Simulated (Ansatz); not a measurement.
La$_{2}$GeI$_{2}$:
```xyz
5
Lattice="2.1915 1.2652 10.5198 -2.1915 1.2652 10.5198 0.0000 -2.5305 10.5198" Properties=species:S:1:pos:R:3 pbc="T T T"
La     0.0000     0.0000    19.3769
La     0.0000     0.0000    12.1826
Ge     0.0000     0.0000     0.0000
I      0.0000     0.0000    24.7097
I      0.0000     0.0000     6.8497
```

Relaxed with LDA.

**Question.** Which orbitals make up the states near the band edges in the program Ansatz at the LDA level (PAW)?

**Answer.** Top 1 eV of the valence band: Ge 4p 45 %, La 5d 36 %, I 5p 8 %. Bottom 1 eV of the conduction band: La 5d 72 %, La 4f 13 %, I 5p 6 %, Ge 4p 6 %. Projections are on Löwdin-orthogonalised atomic valence shells; empty p or d shells of many metals are not among them.

**Question.** Tabulate the density of states.

**Answer.** States/eV per cell of 5 atoms, in 0.25 eV bins, energy from the valence-band maximum.

| E (eV) | total | La 4f | I 5p | La 5d |
|---|---|---|---|---|
| -7.86 | 0.00 | 0.00 | 0.00 | 0.00 |
| -7.61 | 0.00 | 0.00 | 0.00 | 0.00 |
| -7.36 | 0.00 | 0.00 | 0.00 | 0.00 |
| -7.11 | 0.00 | 0.00 | 0.00 | 0.00 |
| -6.86 | 2.50 | 0.02 | 0.03 | 0.24 |
| -6.61 | 5.50 | 0.04 | 0.03 | 1.21 |
| -6.36 | 0.00 | 0.00 | 0.00 | 0.00 |
| -6.11 | 0.00 | 0.00 | 0.00 | 0.00 |
| -5.86 | 0.00 | 0.00 | 0.00 | 0.00 |
| -5.61 | 0.00 | 0.00 | 0.00 | 0.00 |
| -5.36 | 0.00 | 0.00 | 0.00 | 0.00 |
| -5.11 | 0.00 | 0.00 | 0.00 | 0.00 |
| -4.86 | 0.00 | 0.00 | 0.00 | 0.00 |
| -4.61 | 0.00 | 0.00 | 0.00 | 0.00 |
| -4.36 | 0.00 | 0.00 | 0.00 | 0.00 |
| -4.11 | 2.29 | 0.01 | 1.85 | 0.24 |
| -3.86 | 9.70 | 0.06 | 8.05 | 1.04 |
| -3.61 | 1.71 | 0.01 | 1.39 | 0.13 |
| -3.36 | 2.15 | 0.02 | 1.76 | 0.15 |
| -3.11 | 6.26 | 0.04 | 4.94 | 0.49 |
| -2.86 | 10.07 | 0.08 | 8.11 | 1.27 |
| -2.61 | 12.74 | 0.16 | 10.20 | 1.75 |
| -2.36 | 3.08 | 0.05 | 2.51 | 0.43 |
| -2.11 | 0.00 | 0.00 | 0.00 | 0.00 |
| -1.86 | 0.00 | 0.00 | 0.00 | 0.00 |
| -1.61 | 0.00 | 0.00 | 0.00 | 0.00 |
| -1.36 | 0.00 | 0.00 | 0.00 | 0.00 |
| -1.11 | 0.42 | 0.01 | 0.07 | 0.09 |
| -0.86 | 5.71 | 0.15 | 0.85 | 1.57 |
| -0.61 | 7.24 | 0.29 | 0.67 | 2.66 |
| -0.36 | 6.88 | 0.26 | 0.20 | 2.82 |
| -0.11 | 3.74 | 0.32 | 0.22 | 1.47 |
| 0.14 | 0.03 | 0.00 | 0.00 | 0.03 |
| 0.39 | 0.88 | 0.04 | 0.05 | 0.74 |
| 0.64 | 1.43 | 0.12 | 0.09 | 1.08 |
| 0.89 | 1.76 | 0.24 | 0.11 | 1.25 |
| 1.14 | 2.47 | 0.49 | 0.13 | 1.63 |
| 1.39 | 1.90 | 0.54 | 0.07 | 1.15 |
| 1.64 | 4.36 | 1.87 | 0.11 | 2.08 |
| 1.89 | 6.62 | 4.13 | 0.07 | 1.96 |
| 2.14 | 25.61 | 21.89 | 0.16 | 2.75 |

Space group R-3m. The workflow started from a Materials Project entry (that database holds measured and hypothetical structures alike); the Crystallography Open Database files this formula in space group No. 166, but the cells were not matched. Whether it is the stable phase at ambient conditions was not checked. The LDA relaxation kept the symmetry of its start; whether a distortion lowers the energy is not shown. A crystal of weakly bound layers computed without a dispersion correction: the cell and the soft elastic constants depend strongly on that. Spin–orbit coupling is left out wherever it is not named.

Potentials: the later of the program's two PAW sets.
